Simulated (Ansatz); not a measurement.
ZrSi2:
```
ZrSi2
1.0
    1.83712    -7.28535     0.00000
    1.83712     7.28535     0.00000
    0.00000     0.00000     3.65616
Si Zr
4 2
Direct
  0.94598   0.05402   0.75000
  0.05402   0.94598   0.25000
  0.24986   0.75014   0.75000
  0.75014   0.24986   0.25000
  0.60477   0.39523   0.75000
  0.39523   0.60477   0.25000
```

Relaxed with PBEsol. Special points in fractions of this cell's reciprocal vectors: Γ (0.000, 0.000, 0.000); Y (-0.500, 0.500, 0.000); C0 (-0.266, 0.734, 0.000); Σ0 (0.266, 0.266, 0.000); Z (0.000, 0.000, 0.500); A0 (0.266, 0.266, 0.500); E0 (-0.266, 0.734, 0.500); T (-0.500, 0.500, 0.500); S (0.000, 0.500, 0.000); R (0.000, 0.500, 0.500).

### Question
List the band energies nearest the Fermi level at these points for PBEsol with spin–orbit coupling (plane waves, PAW; program Ansatz).

### Answer
In eV from the Fermi level; about four levels below and three above (degenerate sets whole), none deeper than 8.9 eV; points with the same levels are listed once.

| k | below | above |
|---|---|---|
| Γ | -2.37 -2.37 -0.03 -0.03 | 1.04 1.04 1.30 1.30 |
| Y | -1.92 -1.92 -1.53 -1.53 | 0.36 0.36 0.95 0.95 |
| C0 | -0.72 -0.72 -0.20 -0.20 | 0.93 0.93 1.11 1.11 |
| Z | -0.11 -0.11 -0.11 -0.11 | 0.16 0.16 0.16 0.16 |
| A0 | -2.26 -2.26 -2.26 -2.26 | 2.07 2.07 2.09 2.09 |
| T | -0.98 -0.98 -0.98 -0.98 | 0.06 0.06 0.06 0.06 |
| S | -0.54 -0.54 -0.51 -0.51 | 0.92 0.92 0.94 0.94 |
| R | -2.24 -2.24 -2.24 -2.24 | 2.16 2.16 2.16 2.16 |

Space group Cmcm. Symmetry was held in the PBEsol relaxation. No spin polarisation was allowed.

Potentials: the later of the program's two PAW sets.
